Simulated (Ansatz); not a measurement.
Input and command of a calculation in Ansatz (plane waves; scalar-relativistic PAW potentials unless the input names others):

```yaml
crystal:
  lattice:
    - [2.7562665403, 0.0, 0.0]
    - [-1.3781332701, 2.3869968435, 0.0]
    - [0.0, 0.0, 4.5138291115]
  atoms:
    - { symbol: Re, position: [0.0, 0.0, 0.0] }
    - { symbol: Pd, position: [0.6666666667, 0.3333333333, 0.5] }
basis:
  ecutwfc: 420
kpoints:
  mp_grid: { grid: [24, 24, 12] }
hamiltonian:
  xc: pbe
scf:
  occupations: { method: gaussian, width: 0.1 }
  max_iter: 75
output:
  forces: true
  eigenvalues: true
  stress: true
relax:
  adjacent_minimum: "off"
  f_tol: 1.0e-09
  max_steps: 30
  cell: { stress_tol: 0.05 }
```

```bash
ansatz run input.yaml --threads 1 --pin off --max-ram 2560MiB --backend cpu --events-out ev --progress --plain --runs-dir out
```

Abridged log:
```
Basis set: ecut = 420 eV, 573 PW (Γ), exchange–correlation on 40×40×64 points (8 copies of the dense FFT grid, shifted against one another)
Bands: 21, of which v1, the nominal top of the filled ones, is band 17 counted from 1 (16 counted from 0)
Symmetry: 12 space group operations
k-points: 427 of 6912 (time reversal used)
SCF iter   1: F=—  HF=-17840.681536 eV  |F-HF|=—  |Δ(HF+E_count)|=         —  Δρ=7.67e-3  dr2=1.55e-2  ethr=1.77e-3  ⟨swp⟩=5.1  Hψ=40991  notcnv=0
SCF iter   2: F=—  HF=-17840.681179 eV  |F-HF|=—  |Δ(HF+E_count)|=   3.57e-4  Δρ=4.96e-3  dr2=1.29e-2  ethr=4.70e-5  ⟨swp⟩=1.1  Hψ=12481  notcnv=0
SCF iter   3: F=—  HF=-17840.679964 eV  |F-HF|=—  |Δ(HF+E_count)|=   1.21e-3  Δρ=1.82e-3  dr2=8.37e-4  ethr=3.91e-5  ⟨swp⟩=1.5  Hψ=10370  notcnv=0
SCF iter   4: F=—  HF=-17840.679898 eV  |F-HF|=—  |Δ(HF+E_count)|=   6.68e-5  Δρ=5.47e-4  dr2=4.43e-5  ethr=2.54e-6  ⟨swp⟩=2.3  Hψ=12940  notcnv=0
SCF iter   5: F=—  HF=-17840.679920 eV  |F-HF|=—  |Δ(HF+E_count)|=   2.24e-5  Δρ=5.80e-5  dr2=7.64e-7  ethr=1.34e-7  ⟨swp⟩=2.3  Hψ=13543  notcnv=0
SCF iter   6: F=-17840.679920 eV  HF=-17840.679920 eV  |F-HF|=3.91e-9  |Δ(HF+E_count)|=   4.89e-8  Δρ=1.04e-5  dr2=1.03e-8  ethr=3.03e-10  ⟨swp⟩=5.5  Hψ=36039  notcnv=0
SCF 1 converged in 6 iterations: F = -17840.679920 eV  dr2 = 1.03e-8
relax step   1: F+E_penalty+E_count = -17840.67992017 eV  Δ(F+E_penalty+E_count) = +0.000e0 eV  max|allowed force component| = 2.776e-17 eV/Å  Δτ_max = 0.0000 Å  P = +0.132 GPa  Ω = 29.697 Å³  (6 SCF iters, dr2 threshold 1.00e-7 eV, accepted)
Crystal: 2 atoms, lattice volume = 29.736 Å³
Initial density: handed on by an earlier stage of this run
Initial wavefunctions: those handed on with the density
SCF iter   1: F=—  HF=-17840.682137 eV  |F-HF|=—  |Δ(HF+E_count)|=         —  Δρ=4.74e-3  dr2=1.26e-2  ethr=3.73e-5  ⟨swp⟩=1.0  Hψ=44913  notcnv=0
SCF iter   2: F=—  HF=-17840.681128 eV  |F-HF|=—  |Δ(HF+E_count)|=   1.01e-3  Δρ=2.24e-3  dr2=3.19e-3  ethr=3.73e-5  ⟨swp⟩=1.0  Hψ=8967  notcnv=0
   ...
SCF iter   1: F=—  HF=-17840.682468 eV  |F-HF|=—  |Δ(HF+E_count)|=         —  Δρ=8.14e-5  dr2=7.03e-8  ethr=8.06e-9  ⟨swp⟩=3.3  Hψ=65358  notcnv=0
SCF iter   2: F=—  HF=-17840.682491 eV  |F-HF|=—  |Δ(HF+E_count)|=   2.32e-5  Δρ=4.13e-5  dr2=1.72e-8  ethr=2.13e-10  ⟨swp⟩=1.3  Hψ=9803  notcnv=0
SCF iter   3: F=—  HF=-17840.682492 eV  |F-HF|=—  |Δ(HF+E_count)|=   8.82e-7  Δρ=1.46e-6  dr2=1.21e-10  ethr=5.22e-11  ⟨swp⟩=2.1  Hψ=15152  notcnv=0
SCF iter   4: F=-17840.682492 eV  HF=-17840.682492 eV  |F-HF|=0.00e0  |Δ(HF+E_count)|=  5.93e-10  Δρ=1.95e-7  dr2=4.88e-12  ethr=1.00e-12  ⟨swp⟩=1.0  Hψ=8967  notcnv=0
SCF iter   5: F=-17840.682492 eV  HF=-17840.682492 eV  |F-HF|=3.64e-12  |Δ(HF+E_count)|=  3.64e-12  Δρ=4.94e-8  dr2=9.65e-13  ethr=1.00e-12  ⟨swp⟩=1.0  Hψ=8967  notcnv=0
SCF iter   6: F=-17840.682492 eV  HF=-17840.682492 eV  |F-HF|=0.00e0  |Δ(HF+E_count)|=    0.00e0  Δρ=1.40e-8  dr2=5.87e-14  ethr=1.00e-12  ⟨swp⟩=1.0  Hψ=8967  notcnv=0
SCF iter   7: F=-17840.682492 eV  HF=-17840.682492 eV  |F-HF|=7.28e-12  |Δ(HF+E_count)|=    0.00e0  Δρ=5.08e-9  dr2=1.36e-14  ethr=1.00e-12  ⟨swp⟩=1.0  Hψ=8967  notcnv=0
SCF iter   8: F=-17840.682492 eV  HF=-17840.682492 eV  |F-HF|=3.64e-12  |Δ(HF+E_count)|=  3.64e-12  Δρ=5.59e-10  dr2=6.45e-17  ethr=1.00e-12  ⟨swp⟩=2.0  Hψ=23298  notcnv=0
SCF 5 converged in 8 iterations: F = -17840.682492 eV  dr2 = 6.45e-17
SCF converged after 8 iterations
Free energy (F): -17840.682492 eV
Harris-Foulkes:  -17840.682492 eV  (|F-HF|=3.64e-12)
Internal energy: -17840.672657 eV  (E = F + TS)
E sigma→0 (E₀):  -17840.677574 eV
Entropy (-TS):   -0.009835 eV (-4.918 meV/atom)
Fermi energy:    22.272208 eV
--- Forces (eV/Å), atoms counted from 1 ---
  atom   1  Re     0.00000000     0.00000000     0.00000000
  atom   2  Pd     0.00000000     0.00000000     0.00000000
--- Stress (GPa, compression-positive) ---
        0.031627       0.000000       0.000000
        0.000000       0.031627       0.000000
        0.000000       0.000000       0.032279
  P = ⅓ Tr σ = 0.0318 GPa (0.318 kbar)
--- Relaxed structure (4 steps of the walk, 4 accepted, 1 SCFs on fresh bases) ---
  F+E_penalty+E_count = -17840.68249180 eV   max|allowed force component| = 2.776e-17 eV/Å   (the final SCF, on the basis selected at the relaxed cell)
  cell:  # Å, volume = 29.7238 Å³
    - [2.74715692, 0.0, 0.0]
    - [-1.37357846, 2.37910768, 0.0]
    - [0.0, 0.0, 4.54785558]
  atoms:
    - { symbol: Re, position: [0.0, 0.0, 0.0] }
    - { symbol: Pd, position: [0.66666666, 0.33333333, 0.5] }
```

One setting here is needlessly strict: a force tolerance far tighter than needed, met here only because symmetry leaves no force on the atoms (relax.f_tol: 0.01 → 1e-09). It leaves the result as it was and can only cost iterations: the run converged in 32 SCF iterations over all its steps (reference: 32) with an energy at zero smearing within 0.01 meV/atom of the reference's, a relaxed volume of 14.86 Å³/atom, pressure 0.03 GPa, largest force 0.000 eV/Å, no gap on the mesh. A reference run from the same start on usual settings converged, and the end of its own relaxation has a relaxed volume of 14.86 Å³/atom, pressure 0.03 GPa, largest force 0.000 eV/Å, no gap on the mesh.

The run took 120 s on 1 thread of Arm Neoverse V2, with other jobs on the host, peak memory 0.55 GiB.